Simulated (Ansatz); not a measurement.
Ca₂Sn₂N: a bulk modulus from differences

The cell was found from a proposed guess, not taken from experiment.

The calculation used DFT PBE, scalar-relativistic, plane waves, PAW (Ansatz). Cutoff 420 eV, Γ-centred 12×12×2 mesh (10-atom cell), Gaussian smearing of 0.10 eV, no spin polarisation.

```
CELL_PARAMETERS angstrom
3.54816 0.00000 0.00000
-1.77408 3.07280 0.00000
0.00000 0.00000 21.91603
ATOMIC_POSITIONS crystal
Ca 0.66667 0.33333 0.94268
Ca 0.33333 0.66667 0.05732
Ca 0.66667 0.33333 0.55732
Ca 0.33333 0.66667 0.44268
Sn 0.33333 0.66667 0.68441
Sn 0.33333 0.66667 0.81559
Sn 0.66667 0.33333 0.18441
Sn 0.66667 0.33333 0.31559
N 0.00000 0.00000 0.00000
N 0.00000 0.00000 0.50000
```

The cell was set to several volumes, with shape and atoms relaxed at each where symmetry leaves them free. Pressure is positive in compression, and energies count from the lowest row. No row has a gap on its mesh.

```csv
row,V (Å³/atom),P (GPa),ΔE (meV/atom)
1,21.027,8.07,65.3
2,21.744,5.56,34.8
3,22.461,?,?
4,23.178,1.57,3.5
5,23.895,0.00,0.0
6,24.611,-1.33,3.0
7,25.328,-2.48,11.7
8,26.284,-3.75,30.5
```

Question: Find B = −V·ΔP/ΔV from rows 4 and 6 and from rows 1 and 2, and from the two its slope B′ and its value B0 at zero pressure.

Answer: Rows 4 and 6 give −(23.178 + 24.611)/2 × (-1.33 − (1.57))/(24.611 − 23.178) = 48.4 GPa at a mean pressure of 0.12 GPa. Rows 1 and 2 give −(21.027 + 21.744)/2 × (5.56 − (8.07))/(21.744 − 21.027) = 74.9 GPa at a mean pressure of 6.81 GPa. So B′ = (74.9 − 48.4)/(6.81 − (0.12)) = 3.96 and B0 = 48.4 − 3.96 × (0.12) = 47.9 GPa. A third-order Birch–Murnaghan fit to all the energies gives B0 = 48.5 GPa and B′ = 4.2.

Question: Estimate the pressure and energy of row 3.

Answer: From row 5, V0 = 23.895 × (1 + (0.00)/47.9) = 23.895 Å³/atom. Murnaghan's form P = (B0/B′)·[(V0/V)^B′ − 1] gives (47.9/3.96) × [(23.895/22.461)^3.96 − 1] = 3.36 GPa; the computed pressure is 3.41 GPa, so the estimate is off by -0.05 GPa. The work of compression from row 4, with the mean of the two pressures, gives ΔE = 3.5 + (3.36 + 1.57)/2 × (23.178 − 22.461)/160.2 × 1000 = 14.5 meV/atom (1 eV/Å³ = 160.2 GPa); the computed value is 14.7 meV/atom.

All volumes keep the k mesh of the relaxed cell. A later test with randomly moved atoms came back to the same energy, though modes that don't fit the test's cell weren't probed.
